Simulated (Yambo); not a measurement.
Yambo run on CsOH (space group Cmc2_1, No. 36). The wavefunctions come from this Quantum ESPRESSO step (LDA, PseudoDojo standard norm-conserving files, scalar-relativistic):

```
&CONTROL
  calculation = 'nscf'
  pseudo_dir = './pseudo'
  outdir = './out'
/
&SYSTEM
  ibrav = 0
  nat = 6
  ntyp = 3
  ecutwfc = 84.0
  ecutrho = 336.0
  occupations = 'fixed'
  force_symmorphic = .true.
  nbnd = 157
/
&ELECTRONS
  conv_thr = 6.000000000000001e-09
  diago_full_acc = .true.
  diago_thr_init = 1e-08
/
ATOMIC_SPECIES
H 1.0080 H.upf
O 15.9990 O.upf
Cs 132.9055 Cs.upf
CELL_PARAMETERS angstrom
  2.161145000000  -5.691335000000   0.000000000000
  2.161145000000   5.691335000000   0.000000000000
  0.000000000000   0.000000000000   4.504270000000
ATOMIC_POSITIONS crystal
H   0.533010000000   0.466990000000   0.607600000000
H   0.466990000000   0.533010000000   0.107600000000
O   0.591660000000   0.408340000000   0.765420000000
O   0.408340000000   0.591660000000   0.265420000000
Cs   0.861630000000   0.138370000000   0.736690000000
Cs   0.138370000000   0.861630000000   0.236690000000
K_POINTS automatic
4 4 2 0 0 0
```

Yambo input:

```
rim_cut
gw0
dyson
el_el_corr
HF_and_locXC
ppa
em1d
RandQpts= 1000000
RandGvec= 1 Ry
EXXRLvcs= 84 Ry
VXCRLvcs= 336 Ry
Chimod= "HARTREE"
% BndsRnXp
 1 | 156 |
%
NGsBlkXp= 7 Ry
% LongDrXp
 1.0 | 1.0 | 1.0 |
%
PPAPntXp= 27.2114 eV
% GbndRnge
 1 | 156 |
%
GTermKind= "BG"
DysSolver= "n"
ExtendOut
% QPkrange
 1 | 1 | 16 | 17 |
 6 | 6 | 16 | 17 |
%
```

k points by index: 1 = Γ, 6 = (0, -0.5, -0.5).

Table of the .qp output:

```
#    K-point    Band    Eo [eV]    E [eV]    E-Eo [eV]    Vxc [eV]    Vnlxc [eV]    Sc|Eo [eV]    Sc|E [eV]    dSc/dw|Eo [eV]    Re(Z)    Im(Z)
#
    1    16    0.000000    -1.195084    -1.195084    -18.23252    -23.96592    4.197359    4.538311    -7.762214    0.778052    -0.001507
    1    17    3.596641    4.594018    0.997377    -8.824286    -4.333908    -3.334832    -3.493001    -4.314920    0.863132    -0.909221E-3
    6    16    -0.034395    -1.242073    -1.207677    -18.02696    -23.59053    4.018830    4.355900    -7.593855    0.781816    -0.001477
    6    17    5.058852    6.138841    1.079990    -8.928319    -4.329467    -3.340338    -3.518863    -4.497701    0.858156    -0.952510E-3
```
(The two width columns are left out.) Convergence of these settings isn't established.

Geometry of the Materials Project entry, not relaxed at this level.

The structure is a Materials Project entry; no match was found in the copy of COD used, and its stability was not checked.
